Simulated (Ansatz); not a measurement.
## AlGa₃P₄: relaxed-ion elastic tensor

All numbers below come from DFT PBE, scalar-relativistic, plane waves, PAW (Ansatz). Plane waves to 420 eV; Γ-centred k mesh 8×8×8; fixed occupations. No spin polarisation.

The cell, relaxed at this level:
```
Al Ga P
1.0
    -2.75363    2.75363    5.50708
     2.75363   -2.75363    5.50708
     2.75363    2.75363   -5.50708
Al Ga P
1 3 4
Direct
  0.50000 0.50000 0.00000
  0.00000 0.00000 0.00000
  0.25000 0.75000 0.50000
  0.75000 0.25000 0.50000
  0.12565 0.12565 0.50078
  0.37513 0.87435 0.00000
  0.62487 0.62487 0.49922
  0.87435 0.37513 0.00000
```

It was reached by relaxing an invented guess, and it needn't be the stable form of this composition.

Task: Give the relaxed-ion elastic constants (GPa, Voigt order xx yy zz yz xz xy, on the Cartesian axes of the cell above).

Result:
```
125.2  54.8  54.8   0.0   0.0   0.0
 54.8 125.2  54.8   0.0   0.0   0.0
 54.8  54.8 125.2   0.0   0.0   0.0
  0.0   0.0   0.0  63.3   0.0   0.0
  0.0   0.0   0.0   0.0  63.3   0.0
  0.0   0.0   0.0   0.0   0.0  63.3
```

Task: Is the crystal stable against homogeneous strain?

Result: Yes: the least eigenvalue of the tensor is 63.3 GPa.

Task: And the moduli of a polycrystal (Hill averages)?

Result: B = 78 GPa, G = 50 GPa, E = 124 GPa, ν = 0.24.
